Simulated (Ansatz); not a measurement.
Consider the following.

Zr2N:
```yaml
crystal:
  lattice:
    - [5.41414, 0.00000, 0.00000]
    - [0.00000, 5.41414, 0.00000]
    - [0.00000, 0.00000, 3.30339]
  atoms:
    - { symbol: Zr, position: [0.29653, 0.29653, 0.00000] }
    - { symbol: Zr, position: [0.70347, 0.70347, 0.00000] }
    - { symbol: Zr, position: [0.20347, 0.79653, 0.50000] }
    - { symbol: Zr, position: [0.79653, 0.20347, 0.50000] }
    - { symbol: N, position: [0.00000, 0.00000, 0.00000] }
    - { symbol: N, position: [0.50000, 0.50000, 0.50000] }
```

This is the r²SCAN-relaxed structure.

Question: All from plane-wave PAW r²SCAN (Ansatz code), unless another level is named. Give the bulk modulus (Birch–Murnaghan fit).

Answer: 1830 kbar.

Question: What about the highest zone-centre frequency?

Answer: 537 cm⁻¹.

Space group P4_2/mnm (anti-rutile). The workflow started from a Materials Project entry (that database holds measured and hypothetical structures alike); the Crystallography Open Database copy checked does not list it. Its standing as an ambient phase is unchecked. The r²SCAN relaxation kept the symmetry of its start; of distortions, only those at the zone centre were tested. The run is not spin-polarised. As this level gives no gap, phonon frequencies hold no LO–TO term and depend on the k-mesh and smearing (Fermi–Dirac, 0.1 eV here).

Potentials: the later of the program's two PAW sets.
